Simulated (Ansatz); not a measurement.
## Equation of state of rhodium, simple cubic

These are results of DFT, LDA (PW92), plane waves (420 eV) with PAW, scalar-relativistic (Ansatz 0.2.0), not measurements. The PAW files were generated under PBE, with cores re-solved for the functional.

The cell is scaled uniformly from the relaxed one, with fractional coordinates and shape fixed. Energies are extrapolated to zero smearing, pressures are those at the given smearing. Magnetic state: spin not included.

```csv
V (Å³/atom),E − E₀ (meV/atom),P (GPa)
13.439,193.9,39.74
14.050,77.0,23.13
14.661,16.3,10.06
15.272,0.1,-0.24
15.882,18.7,-8.35
16.493,64.8,-14.70
17.104,132.3,-19.65
```

(1) Fit a third-order Birch-Murnaghan equation.

Results:

(1) V₀ = 15.23 Å³/atom, B₀ = 231 GPa, B₀′ = 5.0.
